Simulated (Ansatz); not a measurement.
Data:

NaCl3:
```cif
data_Cl6Na2
_chemical_formula_sum 'Na2 Cl6'
_space_group_name_H-M_alt 'Pm-3n'
_space_group_IT_number 223
_space_group_name_Hall '-P 4n 2 3'
_cell_length_a 5.46085
_cell_length_b 5.46085
_cell_length_c 5.46085
_cell_angle_alpha 90.000
_cell_angle_beta 90.000
_cell_angle_gamma 90.000
loop_
_atom_site_label
_atom_site_type_symbol
_atom_site_symmetry_multiplicity
_atom_site_Wyckoff_symbol
_atom_site_fract_x
_atom_site_fract_y
_atom_site_fract_z
_atom_site_occupancy
Na1 Na 2 a 0.00000 0.00000 0.00000 1
Cl1 Cl 6 d 0.00000 0.25000 0.50000 1
```

This is the r²SCAN-relaxed structure.

Q: All from r²SCAN in the plane-wave PAW code Ansatz, unless another level is named. Predict the bulk modulus (Birch–Murnaghan fit).

A: 354 kbar.

Q: Give the highest zone-centre frequency.

A: 5.58 THz.

The first step of the workflow began from a Materials Project structure, measured or hypothetical; the Crystallography Open Database copy checked does not list it. Whether it is the stable phase at ambient conditions was not checked. The r²SCAN relaxation kept the symmetry of its start. At this level the phase is dynamically unstable (imaginary phonons). As this level gives no gap, phonon frequencies hold no LO–TO term and depend on the k-mesh and smearing (Fermi–Dirac, 0.1 eV here).

Potentials: the earlier of the program's two PAW sets.
